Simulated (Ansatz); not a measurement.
CdIn₂O₄:
```cif
data_Cd2In4O8
_chemical_formula_sum 'In4 O8 Cd2'
_space_group_name_H-M_alt 'P 1'
_space_group_IT_number 1
_cell_length_a 6.42944
_cell_length_b 6.42944
_cell_length_c 6.42944
_cell_angle_alpha 60.000
_cell_angle_beta 60.000
_cell_angle_gamma 60.000
loop_
_space_group_symop_operation_xyz
  'x, y, z'
loop_
_atom_site_label
_atom_site_type_symbol
_atom_site_fract_x
_atom_site_fract_y
_atom_site_fract_z
_atom_site_occupancy
In1 In 0.12500 0.12500 0.12500 1
In2 In 0.62500 0.12500 0.12500 1
In3 In 0.12500 0.12500 0.62500 1
In4 In 0.12500 0.62500 0.12500 1
O1 O 0.36246 0.36246 0.36246 1
O2 O 0.33739 0.88754 0.88754 1
O3 O 0.36246 0.36246 0.91261 1
O4 O 0.88754 0.33739 0.88754 1
O5 O 0.91261 0.36246 0.36246 1
O6 O 0.88754 0.88754 0.88754 1
O7 O 0.36246 0.91261 0.36246 1
O8 O 0.88754 0.88754 0.33739 1
Cd1 Cd 0.50000 0.50000 0.50000 1
Cd2 Cd 0.75000 0.75000 0.75000 1
```

Relaxed with LDA.

### Question
Which orbitals make up the states near the band edges in plane-wave PAW LDA (Ansatz code)?

### Answer
Top 1 eV of the valence band: O 2p 89 %. Bottom 1 eV of the conduction band: Cd 5s 29 %, In 5s 24 %, O 2s 23 %, O 2p 18 %. Projections are on Löwdin-orthogonalised atomic valence shells; empty p or d shells of many metals are not among them.

### Question
Tabulate the density of states.

### Answer
States/eV per cell of 14 atoms, in 0.25 eV bins, energy from the valence-band maximum.

```tsv
E (eV)	total	O 2p	Cd 4d	In 5p
-7.85	0.00	0.00	0.00	0.00
-7.60	0.00	0.00	0.00	0.00
-7.35	0.00	0.00	0.00	0.00
-7.10	0.00	0.00	0.00	0.00
-6.85	0.00	0.00	0.00	0.00
-6.60	0.00	0.00	0.00	0.00
-6.35	11.83	2.43	8.49	0.25
-6.10	20.27	3.30	15.81	0.41
-5.85	42.77	3.57	38.00	0.33
-5.60	5.13	0.15	4.94	0.01
-5.35	0.00	0.00	0.00	0.00
-5.10	0.01	0.01	0.00	0.00
-4.85	4.32	2.65	0.17	0.06
-4.60	7.85	4.57	0.68	0.13
-4.35	9.40	5.07	1.37	0.15
-4.10	5.14	2.79	0.79	0.17
-3.85	6.14	3.45	0.87	0.22
-3.60	3.63	2.16	0.45	0.19
-3.35	9.76	6.46	0.81	1.61
-3.10	7.61	5.23	0.44	1.30
-2.85	7.22	4.98	0.48	0.71
-2.60	8.85	6.40	0.61	0.77
-2.35	10.53	8.07	0.60	0.98
-2.10	11.21	9.10	0.46	1.01
-1.85	9.99	8.35	0.32	0.86
-1.60	7.13	6.07	0.25	0.48
-1.35	9.27	8.05	0.27	0.43
-1.10	10.51	9.06	0.43	0.40
-0.85	12.54	10.90	0.59	0.38
-0.60	17.07	15.07	0.80	0.35
-0.35	16.70	14.93	0.75	0.19
-0.10	17.14	15.72	0.58	0.06
0.15	0.00	0.00	0.00	0.00
0.40	0.00	0.00	0.00	0.00
0.65	0.00	0.00	0.00	0.00
0.90	0.00	0.00	0.00	0.00
1.15	0.01	0.00	0.00	0.00
1.40	0.06	0.01	0.00	0.00
1.65	0.12	0.02	0.00	0.00
1.90	0.18	0.04	0.00	0.01
2.15	0.25	0.06	0.00	0.02
2.40	0.34	0.08	0.00	0.03
2.65	0.42	0.11	0.00	0.04
2.90	0.53	0.15	0.00	0.06
3.15	0.64	0.18	0.00	0.08
3.40	0.77	0.22	0.00	0.10
3.65	1.05	0.30	0.00	0.15
3.90	1.04	0.31	0.00	0.16
4.15	1.18	0.35	0.00	0.19
4.40	1.71	0.50	0.00	0.32
4.65	1.56	0.43	0.00	0.32
4.90	2.74	0.74	0.00	0.55
5.15	3.08	0.67	0.01	0.60
5.40	2.65	0.65	0.01	0.44
5.65	3.70	0.99	0.01	0.64
5.90	6.03	1.51	0.01	0.83
```

Space group Fd-3m (spinel). Symmetry was held in the LDA relaxation. Scalar-relativistic: spin–orbit coupling is off unless named, which matters more the heavier the elements.

Potentials: the later of the program's two PAW sets.
